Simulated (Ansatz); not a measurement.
# Relaxing antimony (beta-Sn type)

All numbers below come from Ansatz 0.2.0, DFT, PBEsol, plane waves (420 eV) with PAW, scalar-relativistic. (PAW data from PBE, frozen cores regenerated.)

k-point mesh 11×11×8, Fermi-Dirac smearing 0.1 eV, no spin polarisation. Cell and atoms relax.

Starting structure:

```
Sb
1.0
    -2.96770    2.96770    1.62036
     2.96770   -2.96770    1.62036
     2.96770    2.96770   -1.62036
Sb
2
Direct
  0.00000 0.00000 0.00000
  0.75000 0.25000 0.50000
```

Q: The pressure at the start is -0.8 GPa. By how much does the volume change?

A: From 28.54 to 28.14 Å³ per atom, -1.4 %. The final cell has a = 3.166 Å, b = 8.383 Å, c = 8.483 Å.

The cell has left the beta-Sn structure type; it ends in C2/c.

Q: How much energy does the relaxation gain?

A: 4.9 meV per atom.

The k-point mesh keeps fewer symmetry operations than the starting structure has, so the cell can leave it.
